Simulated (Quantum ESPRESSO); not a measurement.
## Calculated data, MgAl2F8 (made-up cell, one site empty), Si14BN (made-up cell)

All values are calculated (Quantum ESPRESSO 7.5). Calculation on a made-up crystal cell, not a measurement: periodic Kohn-Sham density functional theory in plane waves with PseudoDojo standard norm-conserving scalar-relativistic pseudopotentials, each functional with its own files (v0.5 for PBE, v0.4.1 for LDA and PBEsol), no spin polarisation, no spin-orbit coupling, atoms not relaxed, stress positive in tension, energies less a fixed whole-eV offset for each atom's element; levels are Kohn-Sham levels at fractions of this cell's reciprocal vectors, counted from the reference band (half the neutral cell's valence electrons, rounded up) at Gamma; error bars cover cutoff and k-mesh only, not smearing or the files; each bar is the largest change over components, and at least 0.002 eV, 0.002 eV per angstrom or 0.02 GPa; added strain carries the atoms with the cell, and shear is the tensor component; no dispersion term; energies are for the whole cell, and the offsets were chosen from early runs and are not element reference energies.

Settings shared by all entries: functional pbe; cutoff 1143 eV; scf tolerance 1e-07 eV; electrons removed 0; added strain kind uniform.

```json
{"entry": 1, "formula": "MgAl2F8", "kind": "made-up cell, one site empty", "unstrained_structure": {"cell_angstrom": [[4.6776, 0.0097, 0.0207], [0.0097, 4.5599, 0.039], [0.0274, 0.0517, 6.1461]], "atoms_fractional": [["Al", 0.52256, 0.50477, 0.25802], ["Al", -0.01376, -0.02261, 0.46676], ["Mg", 0.50456, 0.52743, 0.75819], ["F", 0.3225, 0.29095, 0.00498], ["F", 0.65312, 0.6869, -0.02984], ["F", 0.80854, 0.21982, 0.26104], ["F", 0.1645, 0.8178, 0.25982], ["F", 0.29515, 0.33154, 0.49955], ["F", 0.69887, 0.65954, 0.49881], ["F", 0.80522, 0.21638, 0.76238], ["F", 0.19451, 0.80882, 0.73465]]}, "given": {"lattice_type": "rutile, doubled along c", "empty_site": 1, "fermi_dirac_smearing [eV]": 0.025, "added_strain": 0.0171, "k_mesh": "5 x 5 x 4, shifted by half a step", "structure_shown": "before the added strain of 0.0171", "atom_site": [2, 3, 4, 5, 6, 7, 8, 9, 10, 11, 12], "atom_energy_offset [eV]": [-64, -64, -1617, -677, -677, -677, -677, -677, -677, -677, -677]}, "results": {"free_energy_less_offsets [eV]": 36.97, "scf_iterations": 11, "smearing_term_minus_ts [eV]": 0.0, "pressure [GPa]": -9.454, "stress_xx [GPa]": 5.67, "stress_yy [GPa]": 4.982, "stress_zz [GPa]": 17.71, "stress_yz [GPa]": -3.415, "stress_xz [GPa]": -0.1604, "stress_xy [GPa]": -3.557, "force_site": [2, 3, 4, 5, 6, 7, 8, 9, 10, 11, 12], "force_x [eV/angstrom]": [-1.442, 0.6411, -2.139, 0.8599, 1.441, -0.6629, 1.178, 0.3042, 0.6341, 0.1286, -0.9426], "force_y [eV/angstrom]": [-1.603, 1.486, -2.805, 1.27, 1.533, -0.06336, -0.985, -0.3944, 1.742, -0.8147, 0.6342], "force_z [eV/angstrom]": [-3.55, 3.644, -0.6562, 2.348, 5.788, 1.439, 0.5898, -1.794, -2.124, -2.836, -2.85], "reference_band": 36, "level_k_point": ["Gamma", "(1/2,1/2,1/2)", "(0.15,0,0)", "(0,0.15,0)", "(0,0,0.15)"], "next_band_up [eV]": [3.018, 5.153, 3.242, 3.25, 3.138], "error_bar_energy [eV]": 0.00382, "error_bar_stress [GPa]": 0.02, "error_bar_force [eV/angstrom]": 0.002601, "error_bar_next_band_up [eV]": 0.002, "error_bars_from": "tighter rerun of a related cell"}}
{"entry": 2, "formula": "Si14BN", "kind": "made-up cell", "unstrained_structure": {"cell_angstrom": [[5.2595, 0.0589, -0.0055], [0.0589, 5.4574, 0.0224], [-0.011, 0.0448, 10.6769]], "atoms_fractional": [["Si", -0.00373, -0.00988, 0.00107], ["Si", -0.00528, 0.50774, 0.24956], ["Si", 0.49716, -0.01343, 0.24799], ["Si", 0.48994, 0.49141, -0.0037], ["Si", -0.01437, 0.00784, 0.49729], ["Si", 0.00346, 0.50207, 0.74972], ["Si", 0.49864, 0.00406, 0.74746], ["N", 0.49522, 0.49786, 0.50211], ["Si", 0.25287, 0.24821, 0.11887], ["Si", 0.25358, 0.73582, 0.3772], ["Si", 0.74193, 0.24688, 0.38159], ["Si", 0.75946, 0.75532, 0.12468], ["Si", 0.24918, 0.25915, 0.62097], ["Si", 0.2468, 0.7393, 0.87074], ["Si", 0.7395, 0.25732, 0.86983], ["B", 0.75261, 0.74993, 0.62251]]}, "given": {"lattice_type": "doubled zincblende/diamond", "fermi_dirac_smearing [eV]": 0.1, "added_strain": -0.0216, "k_mesh": "6 x 6 x 4, shifted by half a step", "structure_shown": "before the added strain of -0.0216", "atom_site": [1, 2, 3, 4, 5, 6, 7, 8, 9, 10, 11, 12, 13, 14, 15, 16], "atom_energy_offset [eV]": [-115, -115, -115, -115, -115, -115, -115, -283, -115, -115, -115, -115, -115, -115, -115, -79]}, "results": {"free_energy_less_offsets [eV]": 2.733, "scf_iterations": 13, "smearing_term_minus_ts [eV]": -0.04349, "pressure [GPa]": 4.837, "stress_xx [GPa]": -6.564, "stress_yy [GPa]": -2.89, "stress_zz [GPa]": -5.059, "stress_yz [GPa]": 0.6662, "stress_xz [GPa]": -1.504, "stress_xy [GPa]": 0.9547, "force_site": [1, 2, 3, 4, 5, 6, 7, 8, 9, 10, 11, 12, 13, 14, 15, 16], "force_x [eV/angstrom]": [0.4119, 0.3957, 0.03233, 1.252, 0.5253, -2.188, 1.147, -0.3735, -1.135, 1.317, -2.636, -1.374, 1.409, 0.04621, 1.136, 0.03476], "force_y [eV/angstrom]": [1.15, -1.655, 0.8575, 1.173, -2.814, 1.132, -2.018, -0.2989, -0.6395, -0.9751, 2.797, -0.7595, 1.085, 1.63, -1.057, 0.3925], "force_z [eV/angstrom]": [-1.259, 0.868, 0.981, 0.7723, 2.493, -2.243, -1.656, -0.5186, 1.064, 1.869, -0.6742, -0.6373, -1.767, 0.009436, 0.09819, 0.5997], "fermi_level [eV]": 0.06677, "reference_band": 32, "level_k_point": ["Gamma", "(1/2,1/2,1/2)", "(0.15,0,0)", "(0,0.15,0)", "(0,0,0.15)"], "next_band_up [eV]": [0.1835, 0.5644, 0.1334, 0.1879, 0.1132], "error_bar_energy [eV]": 0.00277, "error_bar_stress [GPa]": 0.02, "error_bar_force [eV/angstrom]": 0.009673, "error_bar_next_band_up [eV]": 0.002, "error_bar_fermi_level [eV]": 0.007129, "error_bars_from": "tighter rerun of a related cell"}}
{"entry": 3, "formula": "Si14BN", "kind": "made-up cell", "unstrained_structure": {"cell_angstrom": [[5.2595, 0.0589, -0.0055], [0.0589, 5.4574, 0.0224], [-0.011, 0.0448, 10.6769]], "atoms_fractional": [["Si", -0.00373, -0.00988, 0.00107], ["Si", -0.00528, 0.50774, 0.24956], ["Si", 0.49716, -0.01343, 0.24799], ["Si", 0.48994, 0.49141, -0.0037], ["Si", -0.01437, 0.00784, 0.49729], ["Si", 0.00346, 0.50207, 0.74972], ["Si", 0.49864, 0.00406, 0.74746], ["N", 0.49522, 0.49786, 0.50211], ["Si", 0.25287, 0.24821, 0.11887], ["Si", 0.25358, 0.73582, 0.3772], ["Si", 0.74193, 0.24688, 0.38159], ["Si", 0.75946, 0.75532, 0.12468], ["Si", 0.24918, 0.25915, 0.62097], ["Si", 0.2468, 0.7393, 0.87074], ["Si", 0.7395, 0.25732, 0.86983], ["B", 0.75261, 0.74993, 0.62251]]}, "given": {"lattice_type": "doubled zincblende/diamond", "fermi_dirac_smearing [eV]": 0.1, "added_strain": -0.0161, "k_mesh": "6 x 6 x 4, shifted by half a step", "structure_shown": "before the added strain of -0.0161", "atom_site": [1, 2, 3, 4, 5, 6, 7, 8, 9, 10, 11, 12, 13, 14, 15, 16], "atom_energy_offset [eV]": [-115, -115, -115, -115, -115, -115, -115, -283, -115, -115, -115, -115, -115, -115, -115, -79]}, "results": {"free_energy_less_offsets [eV]": 2.614, "scf_iterations": 13, "smearing_term_minus_ts [eV]": -0.04376, "pressure [GPa]": 3.012, "stress_xx [GPa]": -4.742, "stress_yy [GPa]": -1.065, "stress_zz [GPa]": -3.228, "stress_yz [GPa]": 0.5837, "stress_xz [GPa]": -1.451, "stress_xy [GPa]": 0.9207, "force_site": [1, 2, 3, 4, 5, 6, 7, 8, 9, 10, 11, 12, 13, 14, 15, 16], "force_x [eV/angstrom]": [0.3946, 0.3866, 0.0414, 1.206, 0.5037, -2.109, 1.103, -0.3842, -1.098, 1.253, -2.521, -1.32, 1.343, 0.03468, 1.095, 0.07108], "force_y [eV/angstrom]": [1.108, -1.589, 0.8301, 1.125, -2.707, 1.092, -1.935, -0.3076, -0.6268, -0.9265, 2.674, -0.7259, 1.027, 1.569, -1.03, 0.4241], "force_z [eV/angstrom]": [-1.214, 0.8343, 0.9425, 0.723, 2.405, -2.174, -1.607, -0.5245, 1.03, 1.774, -0.665, -0.5997, -1.677, 0.02169, 0.104, 0.6266], "fermi_level [eV]": 0.06573, "reference_band": 32, "level_k_point": ["Gamma", "(1/2,1/2,1/2)", "(0.15,0,0)", "(0,0.15,0)", "(0,0,0.15)"], "next_band_up [eV]": [0.1806, 0.5398, 0.1529, 0.2055, 0.1111], "error_bar_energy [eV]": 0.00277, "error_bar_stress [GPa]": 0.02, "error_bar_force [eV/angstrom]": 0.009673, "error_bar_next_band_up [eV]": 0.002, "error_bar_fermi_level [eV]": 0.007129, "error_bars_from": "tighter rerun of a related cell"}}
```
